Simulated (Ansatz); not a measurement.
Structure: an ordered 8-atom cell of Be3CdS4 on the zincblende lattice (I-42m), at its r2SCAN minimum. It is tetragonal, I-42m (No. 121); conventional cell a = 5.153 Å, c = 10.090 Å, 16.74 Å³ an atom. Around Be lie 4 S at 2.16 Å; around S lie 3 Be at 2.12–2.16 Å and 1 Cd at 2.47 Å; around Be lie 4 S at 2.12 Å; around Cd lie 4 S at 2.47 Å.

```cif
data_structure
_symmetry_space_group_name_H-M 'I-42m'
_symmetry_Int_Tables_number 121
_cell_length_a 5.1525
_cell_length_b 5.1525
_cell_length_c 10.0902
_cell_angle_alpha 90.000
_cell_angle_beta 90.000
_cell_angle_gamma 90.000
_cell_volume 267.88
loop_
_atom_site_label
_atom_site_type_symbol
_atom_site_symmetry_multiplicity
_atom_site_Wyckoff_symbol
_atom_site_fract_x
_atom_site_fract_y
_atom_site_fract_z
_atom_site_occupancy
Be1 Be 4 d 0.00000 0.50000 0.25000 1
S1 S 8 i 0.21954 0.78046 0.36241 1
Be2 Be 2 b 0.50000 0.50000 0.00000 1
Cd1 Cd 2 a 0.00000 0.00000 0.00000 1
```

4 runs of the plane-wave code Ansatz on this cell differ in the functional (and in the settings that go with it). Levels are in eV from each run's valence top; v1 is the last filled band, c1 the first empty one.

Run A, mean stress -0.6 GPa (compression positive):
```
point     v2     v1    c1    c2
    Γ   0.00   0.00  4.82  5.35
    X  -0.53  -0.48  5.88  6.23
    P  -0.53  -0.53  6.00  6.70
    N  -1.01  -0.91  6.57  6.96
```

Run B, mean stress 0.0 GPa (compression positive):
```
point     v2     v1    c1    c2
    Γ   0.00   0.00  3.61  4.09
    X  -0.48  -0.42  4.52  4.97
    P  -0.48  -0.48  4.63  5.41
    N  -0.95  -0.84  5.24  5.66
```

Run C, mean stress -0.5 GPa (compression positive):
```
point     v2     v1    c1    c2
    Γ   0.00   0.00  4.11  4.65
    X  -0.52  -0.47  5.17  5.51
    P  -0.52  -0.52  5.29  5.97
    N  -0.99  -0.89  5.84  6.24
```

Run D, mean stress +0.8 GPa (compression positive):
```
point     v2     v1    c1    c2
    Γ   0.00   0.00  3.19  3.54
    X  -0.47  -0.42  4.01  4.43
    P  -0.47  -0.47  4.12  4.85
    N  -0.94  -0.83  4.74  5.17
```

Q: Match the runs to PBE, r2SCAN, HSE06, PBE0.

A: A is PBE0, B is r2SCAN, C is HSE06, D is PBE. In order of the gap: PBE 3.19, r2SCAN 3.61, HSE06 4.11, PBE0 4.82 eV. The stress vanishes for r2SCAN, which relaxed the cell.

Values at 0 K without nuclear motion; spin polarisation is off, and the phase may be a hypothetical one.

Spin-orbit coupling is left out.

The program warns that its thresholds are loose for a hybrid's stress.

The meshes of the hybrids are coarse, so their gaps aren't converged to the digits shown.
